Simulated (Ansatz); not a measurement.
ScInNi4:
```
CELL_PARAMETERS angstrom
      0.00000     3.41737     3.41737
      3.41737     0.00000     3.41737
      3.41737     3.41737     0.00000
ATOMIC_POSITIONS crystal
  Sc 0.25000 0.25000 0.25000
  In 0.00000 0.00000 0.00000
  Ni 0.62543 0.62543 0.62543
  Ni 0.62543 0.62543 0.12371
  Ni 0.62543 0.12371 0.62543
  Ni 0.12371 0.62543 0.62543
```

Relaxed with r²SCAN. Special points in fractions of this cell's reciprocal vectors: Γ (0.000, 0.000, 0.000); X (0.500, 0.000, 0.500); U (0.625, 0.250, 0.625); K (0.375, 0.375, 0.750); L (0.500, 0.500, 0.500); W (0.500, 0.250, 0.750).

Task: List the band energies nearest the Fermi level at these points for DFT-r²SCAN in the program Ansatz with PAW potentials.

Result: In eV from the Fermi level; about four levels below and three above (degenerate sets whole), none deeper than 8.9 eV; points with the same levels are listed once.

```csv
k,below,above
Γ,-1.02 -1.02 -0.56 -0.56 -0.56,0.15 0.15 0.15
X,-0.93 -0.93 -0.88 -0.76,0.88 0.88 0.89
U,-1.07 -0.85 -0.65 -0.56,0.07 0.83 1.96
L,-1.03 -1.03 -0.86 -0.86,0.15 0.37 0.37
W,-0.68 -0.63 -0.53 -0.23,1.01 2.19 2.21 2.21
```

Space group F-43m. The first step of the workflow began from a Materials Project structure, measured or hypothetical; the Crystallography Open Database copy checked does not list it. With Sc and In taken as one species the cell has the higher symmetry Fd-3m, so it may be an ordered model of a mixed-site phase. Whether it is the stable phase at ambient conditions was not checked. Symmetry was held in the r²SCAN relaxation; its stability against distortions is not shown here. No spin polarisation was allowed. Spin–orbit coupling is left out wherever it is not named.

Potentials: the later of the program's two PAW sets.
